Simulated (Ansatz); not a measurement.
SrHfN2:
Space group R-3m, hexagonal axes (No. 166); a = 3.291 Å, b = 3.291 Å, c = 17.447 Å, α = 90.00°, β = 90.00°, γ = 120.00°

```
atom  site  symmetry       x       y       z
----  ----  --------  ------  ------  ------
Sr      3a       -3m  0.0000  0.0000  0.0000
Hf      3b       -3m  0.0000  0.0000  0.5000
N       6c        3m  0.0000  0.0000  0.2331
```
(The calculation used a cell of 4 atoms; values per cell refer to that cell.)

Relaxed with LDA.

Problem. Which orbitals make up the states near the band edges in DFT-LDA in the program Ansatz with PAW potentials?

Solution. Top 1 eV of the valence band: N 2p 85 %, Hf 5d 5 %, outside the projected shells 5 %. Bottom 1 eV of the conduction band: Hf 5d 42 %, N 2p 18 %, Sr 5s 9 %, outside the projected shells 27 %. Projections are on Löwdin-orthogonalised atomic valence shells; empty p or d shells of many metals are not among them.

Problem. Tabulate the density of states.

Solution. States/eV per cell of 4 atoms, in 0.25 eV bins, energy from the valence-band maximum.

```tsv
E (eV)	total	N 2p	Hf 5d	Sr 5s
-7.85	0.00	0.00	0.00	0.00
-7.60	0.00	0.00	0.00	0.00
-7.35	0.00	0.00	0.00	0.00
-7.10	0.00	0.00	0.00	0.00
-6.85	0.00	0.00	0.00	0.00
-6.60	0.00	0.00	0.00	0.00
-6.35	0.00	0.00	0.00	0.00
-6.10	0.00	0.00	0.00	0.00
-5.85	0.00	0.00	0.00	0.00
-5.60	0.00	0.00	0.00	0.00
-5.35	0.00	0.00	0.00	0.00
-5.10	0.11	0.06	0.03	0.00
-4.85	0.39	0.21	0.11	0.01
-4.60	0.71	0.39	0.19	0.03
-4.35	1.30	0.74	0.33	0.04
-4.10	2.06	1.22	0.47	0.06
-3.85	2.31	1.41	0.49	0.08
-3.60	1.54	0.96	0.33	0.05
-3.35	2.57	1.71	0.51	0.11
-3.10	3.47	2.34	0.79	0.07
-2.85	4.16	2.81	1.06	0.02
-2.60	5.06	3.48	1.30	0.03
-2.35	3.18	2.25	0.63	0.03
-2.10	3.21	2.33	0.53	0.04
-1.85	2.57	1.91	0.38	0.03
-1.60	2.60	1.99	0.31	0.04
-1.35	3.68	2.98	0.26	0.07
-1.10	3.58	2.96	0.24	0.04
-0.85	2.93	2.47	0.17	0.04
-0.60	1.98	1.71	0.08	0.03
-0.35	0.51	0.46	0.02	0.00
-0.10	0.08	0.08	0.00	0.00
0.15	0.02	0.00	0.01	0.00
0.40	0.13	0.02	0.06	0.01
0.65	0.24	0.04	0.10	0.02
0.90	0.35	0.07	0.15	0.03
1.15	0.46	0.09	0.19	0.03
1.40	0.57	0.10	0.24	0.04
1.65	0.70	0.12	0.30	0.04
1.90	0.91	0.15	0.41	0.05
2.15	1.11	0.18	0.52	0.05
2.40	1.23	0.18	0.56	0.07
2.65	1.23	0.17	0.55	0.08
2.90	1.07	0.16	0.50	0.05
3.15	1.36	0.19	0.70	0.06
3.40	1.61	0.20	0.78	0.09
3.65	1.56	0.23	0.67	0.09
3.90	1.74	0.27	0.72	0.11
4.15	1.98	0.32	0.85	0.10
4.40	2.22	0.37	1.04	0.08
4.65	2.32	0.39	1.16	0.08
4.90	2.61	0.43	1.32	0.09
```

The first step of the workflow began from a Materials Project structure, measured or hypothetical; the Crystallography Open Database copy checked does not list it. Whether it is the stable phase at ambient conditions was not checked. Symmetry was held in the LDA relaxation; of distortions, only those at the zone centre were tested. The run is not spin-polarised. Spin–orbit coupling is left out wherever it is not named.

Potentials: the later of the program's two PAW sets.
